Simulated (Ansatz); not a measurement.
The cell is COD entry 9008506, as deposited and not checked against the literature; nothing was relaxed.

An input for Mg and the output that it gave: DFT, PBEsol, all-electron PAW with datasets made for the crystal, scalar-relativistic (Ansatz 0.2.0).

Command: `ansatz run input.yaml --threads 1 --pin off --max-ram 3072MiB --backend cpu --events-out ev --progress --plain --runs-dir out` The run took 2.7 s on 1 thread of Arm Neoverse V2 (shared host), peak memory 0.25 GiB.

```yaml
crystal:
  lattice:
    - [3.2092715325, 0.0, 0.0]
    - [-1.6046357662, 2.7793106748, 0.0]
    - [0.0, 0.0, 5.21033]
  atoms:
    - { symbol: Mg, position: [0.3333333333, 0.6666666667, 0.25] }
    - { symbol: Mg, position: [0.6666666667, 0.3333333333, 0.75] }
kpoints:
  mp_grid: { grid: [12, 12, 7] }
  band_path:
    path:
      - [0.0, 0.0, 0.0]
      - [0.5, 0.0, 0.0]
      - [0.3333333333, 0.3333333333, 0.0]
      - [0.0, 0.0, 0.0]
      - [0.0, 0.0, 0.5]
      - [0.5, 0.0, 0.5]
      - [0.3333333333, 0.3333333333, 0.5]
      - [0.0, 0.0, 0.5]
      - [0.5, 0.0, 0.5]
    npoints: 8
scf:
  occupations: { method: fermi_dirac, width: 0.08 }
hamiltonian:
  xc: pbesol
  pseudopotentials: { kind: all_electron, datasets: crystal }
output:
  forces: true
  stress: true
  eigenvalues: true
  efg: { contact_densities: true }
```

The log:

```
hamiltonian.pseudopotentials.datasets: crystal makes datasets for this crystal and solves the spheres of its atoms anew in each pass: cutoff 100.0 eV, the density's 400.0 eV; for an error of 0.50 meV an atom under PBE, 1.0 meV for the cell; an energy difference from a run of another recipe may be off by several times the error for the cell, under r2SCAN by more, where some 0.1 meV an atom stays at smaller errors; Mg in spheres of 1.376 Å, 2 of its electrons in bands
band count auto-derived: 7 (N_el = 4.0; filled up to band 2; 6 by the electrons, moments and atoms)
Engine: ansatz 0.2.0
Pseudopotentials: kind: all_electron
Pseudopotential: Mg, paw, valence charge 2, recommended cutoff 100 eV (normal), Koelling and Harmon's equation, gaussian nucleus
Functional definition: PBEsol
  exchange = pbesol_x
  correlation = pbesol_c
Crystal: 2 atoms, lattice volume = 46.474 Å³
Basis set: ecut = 100 eV, 99 PW (Γ), exchange–correlation on 24×24×36 points (8 copies of the dense FFT grid, shifted against one another)
Bands: 7, of which v1, the nominal top of the filled ones, is band 2 counted from 1 (1 counted from 0)
Symmetry: 24 space group operations
Space group: P63/mmc (ITA 194), of the structure as read, at distance tolerance 3.6e-5 Å
k-points: 76 of 1008
Non-local potential: Mg, projectors of the file, l = 0: 1, l = 1: 1
PAW form: soft (Blöchl's): semilocal exchange-correlation on the pseudo side does not see the compensation charge
PAW one-centre angular grid: Mg, 110 points (default); XC on its mesh's 2015 points in the sphere
Initial density: superposition of atomic densities (neutral atoms: chi_scale 0, normalization atom)
Initial wavefunctions: pseudopotential atomic-orbital guess
Functional: x = pbesol(κ = 0.804, μ = 0.12345679012345678), c = pbesol(β = 0.046)
iter 1 solved again at ethr=2.76e-3 eV; its pass at ethr=1.00e-1 eV (dr2=1.10e-1 eV) is discarded
SCF iter   1: F=—  HF=-10879.317426 eV  |F-HF|=—  |Δ(HF+E_count)|=         —  Δρ=1.40e-2  dr2=1.13e-1  ethr=2.76e-3  ⟨swp⟩=3.4  Hψ=3546  notcnv=0
preconditioner: auto → LDOS  [metal: Δε(μ)=0.121 eV  Ē_g=7.600 eV  σ=0.080 eV  W_gap=0.33  n_scr=2 (ndim 8)  ℏωp=10.9 eV  f_vac=0.011  D(μ)=0.88/eV (n_scr^D=2)  β→1.0]
iter 2 solved again at ethr=1.41e-4 eV; its pass at ethr=2.76e-3 eV (dr2=5.64e-3 eV) is discarded
SCF iter   2: F=—  HF=-10879.296545 eV  |F-HF|=—  |Δ(HF+E_count)|=   2.09e-2  Δρ=3.47e-3  dr2=5.68e-3  ethr=1.41e-4  ⟨swp⟩=2.0  Hψ=1480  notcnv=0  defer=1
SCF iter   3: F=—  HF=-10879.296077 eV  |F-HF|=—  |Δ(HF+E_count)|=   4.69e-4  Δρ=8.42e-4  dr2=3.10e-4  ethr=1.41e-4  ⟨swp⟩=2.0  Hψ=720  notcnv=0
SCF iter   4: F=—  HF=-10879.296058 eV  |F-HF|=—  |Δ(HF+E_count)|=   1.86e-5  Δρ=5.81e-5  dr2=1.38e-6  ethr=7.76e-6  ⟨swp⟩=2.1  Hψ=1438  notcnv=0  defer=3
SCF iter   5: F=-10879.296061 eV  HF=-10879.296061 eV  |F-HF|=7.89e-9  |Δ(HF+E_count)|=   2.28e-6  Δρ=6.46e-6  dr2=1.45e-8  ethr=3.45e-8  ⟨swp⟩=2.0  Hψ=718  notcnv=0
SCF 1 converged in 5 iterations: F = -10879.296061 eV  dr2 = 1.45e-8
  Residual-converged pass: ⟨swp⟩=3.1  Hψ=861  notcnv=0  max |occ|·‖R‖ = 5.0e-6 eV (tolerance 5.3e-6 eV)  dr2=1.40e-8  dr2_onsite=1.15e-9  max |Δocc| = 2.4e-9
  greatest PAW one-centre occupation: 0.212 electrons in one spin orbital (limit 2), on the Mg atom at site 1 (counted from 0), in its partial waves of l = 0
NSCF: frozen V_eff on 65 k-points
SCF converged after 5 iterations
Free energy (F): -10879.296061 eV
Harris-Foulkes:  -10879.296061 eV  (|F-HF|=7.89e-9)
Internal energy: -10879.277890 eV  (E = F + TS)
E sigma→0 (E₀):  -10879.286976 eV
Entropy (-TS):   -0.018170 eV (-9.085 meV/atom)
Past the cutoff: the bands carry plane waves up to 1.75 times it, of which those up to 1.5 times it add -0.000144 eV an atom, each by itself; the spheres take 0.000108 eV an atom off the energy for waves past 1.75 times it
By the cutoff:   a pressure is off by up to 0.005 GPa (1.2 times the spheres' own share and the shells' term, over an atom's volume, and 0.004 GPa: a bound that held against runs at twice the plane waves)
Past the cutoffs: a stress includes 0.0004 GPa for waves and charges beyond them, in addition to the slope of what the spheres take
In the spheres:  the bands' charges fall short by 3.5e-7 e at most (sound up to 1e-3)
Fermi energy:    5.214664 eV
--- Per-component energies (eV) ---
  The terms above E_closure are by the made datasets' own strengths, without shells solved beside the bands.
--- Forces (eV/Å), atoms counted from 1 ---
  atom   1  Mg     0.00000000     0.00000000     0.00000000
  atom   2  Mg    -0.00000000    -0.00000000    -0.00000000
  max |Σ_I F_I| component: 4.63e-18 eV/Å
--- Stress (GPa, compression-positive) ---
       -0.881190       0.000000      -0.000000
       -0.000000      -0.881190       0.000000
       -0.000000       0.000000      -1.653294
  P = ⅓ Tr σ = -1.1386 GPa (-11.386 kbar)
--- PAW observables at the nuclei: V_zz in 10²¹ V/m², potentials from the cell's mean, atoms counted from 1 ---
  atom   1  Mg V_zz =    +0.110230   η = 0.0000   by run symmetry: allowed
            electrostatic potential = -1097.189866 V   contact ρ = 7770.485612 e/Å³
  atom   2  Mg V_zz =    +0.110230   η = 0.0000   by run symmetry: allowed
            electrostatic potential = -1097.189866 V   contact ρ = 7770.485612 e/Å³
--- Band table (eV; the first three rows and the last of 76) ---
  k-point 0: bands = ["-1.6217", "3.5942", "4.0142", "16.1084", "16.1084"]
  k-point 1: bands = ["-1.5080", "2.3783", "5.4265", "15.8423", "16.1986"]
  k-point 2: bands = ["-1.1678", "1.1769", "7.2168", "13.6116", "16.4554"]
  k-point 75: bands = ["5.3854", "5.3854", "5.5883", "6.3215", "6.8974"]
```
